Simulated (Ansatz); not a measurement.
Orbital-resolved density of states of TaN

```xyz
6
Lattice="5.1960 0.0000 0.0000 -2.5980 4.4999 0.0000 0.0000 0.0000 2.9110" Properties=species:S:1:pos:R:3 pbc="T T T"
Ta    0.0000    2.9999    1.4555
Ta    2.5980    1.5000    1.4555
Ta    0.0000    0.0000    0.0000
N     2.0412    0.0000    0.0000
N     1.5774    2.7321    0.0000
N    -1.0206    1.7678    0.0000
```

Atom numbers follow the list: Ta1, Ta2, Ta3, N4, N5, N6.

The geometry is COD entry 2106407, unchecked; take it as a test cell.

No spin–orbit coupling, which matters for the heavy atoms here.

Level of theory: Ansatz 0.2.0, DFT, PBEsol, all-electron LAPW, scalar-relativistic.

Numerical set-up: a Γ-centred 6×6×9 k mesh, Fermi–Dirac smearing of 0.01 eV, basis error target 1 meV/atom, no spin polarisation.

States per eV for one atom of each kind, in 0.4 eV bins named by their centres, from the Fermi level, projected on a minimal set of Löwdin-orthogonalised atomic shells; orbitals are real harmonics on the Cartesian axes, equal curves share a column, and empty bins are left out, as is all above 6.2 eV, near the top of the computed bands.

Ta1 5d:

```
# E all dz2 dxz=dyz dx2-y2=dxy
-9.1 0.03 0.02 0.00 0.00
-8.7 0.29 0.15 0.03 0.04
-8.3 0.31 0.07 0.06 0.06
-7.9 0.56 0.10 0.14 0.09
-7.5 0.53 0.07 0.13 0.10
-7.1 0.49 0.05 0.08 0.14
-6.7 0.40 0.09 0.06 0.10
-6.3 0.43 0.11 0.10 0.07
-5.9 0.58 0.08 0.19 0.06
-5.5 0.44 0.10 0.12 0.05
-5.1 0.25 0.06 0.05 0.05
-4.7 0.36 0.10 0.06 0.07
-4.3 0.28 0.03 0.07 0.05
-3.9 0.12 0.02 0.02 0.03
-3.5 0.04 0.02 0.00 0.01
-3.1 0.14 0.04 0.00 0.05
-2.7 0.45 0.18 0.01 0.13
-2.3 0.77 0.28 0.02 0.22
-1.9 0.74 0.20 0.02 0.24
-1.5 0.40 0.16 0.01 0.11
-1.1 0.23 0.08 0.00 0.07
-0.7 0.14 0.04 0.00 0.04
-0.3 0.10 0.04 0.00 0.03
0.1 0.14 0.06 0.01 0.03
0.5 0.30 0.10 0.02 0.08
0.9 0.72 0.17 0.08 0.20
1.3 1.07 0.28 0.14 0.25
1.7 1.05 0.12 0.19 0.28
2.1 1.23 0.10 0.18 0.38
2.5 1.18 0.22 0.16 0.31
2.9 1.06 0.26 0.15 0.25
3.3 1.61 0.34 0.24 0.40
3.7 1.54 0.51 0.22 0.29
4.1 0.89 0.32 0.17 0.12
4.5 0.64 0.10 0.19 0.08
4.9 0.86 0.04 0.29 0.12
5.3 0.50 0.02 0.19 0.05
5.7 0.66 0.02 0.28 0.04
6.1 0.78 0.01 0.36 0.03
```

Ta3 5d:

```
# E all dz2 dxz=dyz dx2-y2=dxy
-8.7 0.17 0.01 0.05 0.03
-8.3 0.20 0.02 0.03 0.06
-7.9 0.42 0.02 0.05 0.15
-7.5 0.30 0.01 0.04 0.11
-7.1 0.31 0.00 0.07 0.08
-6.7 0.28 0.01 0.07 0.06
-6.3 0.20 0.01 0.04 0.05
-5.9 0.25 0.04 0.06 0.04
-5.5 0.28 0.07 0.05 0.05
-5.1 0.28 0.06 0.02 0.09
-4.7 0.42 0.07 0.03 0.14
-4.3 0.30 0.06 0.01 0.11
-3.9 0.19 0.11 0.00 0.03
-3.5 0.31 0.30 0.00 0.01
-3.1 0.54 0.27 0.13 0.01
-2.7 0.94 0.34 0.25 0.06
-2.3 1.37 0.41 0.33 0.14
-1.9 0.93 0.24 0.22 0.13
-1.5 0.39 0.04 0.08 0.09
-1.1 0.31 0.02 0.12 0.03
-0.7 0.21 0.02 0.08 0.01
-0.3 0.13 0.03 0.04 0.01
0.1 0.19 0.05 0.06 0.01
0.5 0.40 0.06 0.15 0.02
0.9 0.65 0.06 0.25 0.04
1.3 1.67 0.07 0.51 0.29
1.7 1.38 0.11 0.37 0.26
2.1 1.05 0.18 0.25 0.18
2.5 1.22 0.20 0.34 0.17
2.9 1.16 0.07 0.34 0.21
3.3 1.24 0.13 0.32 0.24
3.7 0.86 0.06 0.21 0.19
4.1 0.64 0.12 0.11 0.15
4.5 0.79 0.21 0.05 0.25
4.9 0.97 0.15 0.07 0.34
5.3 0.68 0.21 0.02 0.22
5.7 0.59 0.13 0.02 0.21
6.1 0.35 0.07 0.02 0.11
```

N4 2p:

```
# E all pz px py
-9.1 0.04 0.00 0.00 0.04
-8.7 0.48 0.18 0.10 0.20
-8.3 0.45 0.13 0.16 0.16
-7.9 0.87 0.20 0.31 0.37
-7.5 0.70 0.20 0.26 0.24
-7.1 0.73 0.40 0.16 0.18
-6.7 0.64 0.36 0.14 0.14
-6.3 0.66 0.24 0.17 0.26
-5.9 1.10 0.55 0.21 0.35
-5.5 0.90 0.42 0.26 0.23
-5.1 0.60 0.14 0.27 0.19
-4.7 0.97 0.12 0.46 0.39
-4.3 0.87 0.02 0.53 0.32
-3.9 0.37 0.05 0.16 0.17
-3.5 0.09 0.04 0.03 0.02
-3.1 0.07 0.04 0.02 0.01
-2.7 0.11 0.04 0.04 0.02
-2.3 0.15 0.05 0.07 0.03
-1.9 0.12 0.05 0.05 0.03
-1.5 0.10 0.05 0.02 0.02
-1.1 0.05 0.04 0.01 0.01
-0.7 0.03 0.03 0.00 0.00
-0.3 0.02 0.02 0.00 0.00
0.1 0.03 0.01 0.01 0.00
0.5 0.04 0.01 0.02 0.01
0.9 0.10 0.03 0.04 0.03
1.3 0.17 0.05 0.06 0.06
1.7 0.15 0.04 0.07 0.04
2.1 0.17 0.07 0.06 0.04
2.5 0.18 0.08 0.06 0.04
2.9 0.21 0.09 0.07 0.05
3.3 0.26 0.13 0.07 0.05
3.7 0.23 0.08 0.08 0.07
4.1 0.20 0.09 0.06 0.05
4.5 0.21 0.04 0.09 0.07
4.9 0.35 0.08 0.12 0.16
5.3 0.22 0.04 0.08 0.09
5.7 0.29 0.11 0.09 0.10
6.1 0.35 0.14 0.07 0.14
```

Ta1 6s:

```
# E all
-9.1 0.01
-8.7 0.11
-8.3 0.07
-7.9 0.10
-7.5 0.04
-7.1 0.04
-6.7 0.03
-6.3 0.02
-5.9 0.02
-5.5 0.03
-5.1 0.02
-4.7 0.03
-4.3 0.02
-3.9 0.01
-3.1 0.01
-2.7 0.03
-2.3 0.03
-1.9 0.03
-1.5 0.01
-1.1 0.01
0.9 0.01
1.3 0.03
1.7 0.03
2.1 0.03
2.5 0.04
2.9 0.05
3.3 0.08
3.7 0.04
4.1 0.04
4.5 0.07
4.9 0.07
5.3 0.06
5.7 0.07
6.1 0.06
```

Ta3 6s:

```
# E all
-8.7 0.05
-8.3 0.06
-7.9 0.10
-7.5 0.07
-7.1 0.03
-6.7 0.02
-6.3 0.03
-5.9 0.09
-5.5 0.08
-5.1 0.04
-4.7 0.04
-4.3 0.03
-3.9 0.02
-3.5 0.07
-3.1 0.06
-2.7 0.07
-2.3 0.11
-1.9 0.08
-1.5 0.02
-1.1 0.01
-0.7 0.02
-0.3 0.02
0.1 0.03
0.5 0.03
0.9 0.04
1.3 0.04
1.7 0.05
2.1 0.07
2.5 0.07
2.9 0.05
3.3 0.05
3.7 0.03
4.1 0.05
4.5 0.10
4.9 0.13
5.3 0.16
5.7 0.17
6.1 0.08
```

N4 2s:

```
# E all
-8.7 0.02
-8.3 0.01
-7.9 0.03
-7.5 0.02
-7.1 0.01
-6.7 0.01
-6.3 0.01
-5.9 0.01
-5.5 0.01
-5.1 0.01
-4.7 0.01
-2.3 0.01
-1.9 0.01
0.5 0.01
0.9 0.02
1.3 0.06
1.7 0.05
2.1 0.04
2.5 0.04
2.9 0.07
3.3 0.15
3.7 0.10
4.1 0.06
4.5 0.10
4.9 0.10
5.3 0.09
5.7 0.11
6.1 0.06
```
